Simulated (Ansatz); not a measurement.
Si2Ru in space group P4/mmm (No. 123; Si on 2h, Ru on 1a), plane-wave PAW PBE (Ansatz code), all energies at zero smearing, with the estimated change up to a 700 eV cutoff added, with one set of potentials and settings (totals compare only within such a set). Cell of 3 atoms (2 Si, 1 Ru): -7151.531 eV.

```
element                reference phase  E (eV/atom)
-------  -----------------------------  -----------
Si          Fd-3m, 2 atoms in the cell    -635.8096
Ru       P6_3/mmc, 2 atoms in the cell   -5878.6876
```

Formation energy per atom, worked out: (-7151.531 − 2×(-635.8096) − 1×(-5878.6876))/3 = -0.408 eV/atom (-39 kJ per mol of atoms), at 0 K, without zero-point energy or fitted corrections.

The workflow started from a Materials Project entry (that database holds measured and hypothetical structures alike); the Crystallography Open Database copy checked does not list it. Whether it is the stable phase at ambient conditions was not checked. Symmetry was held in the PBE relaxation; whether a distortion lowers the energy is not shown. No spin polarisation was allowed. The references are the lowest solids computed at this level, not always the standard phases.

Potentials: the later of the program's two PAW sets.
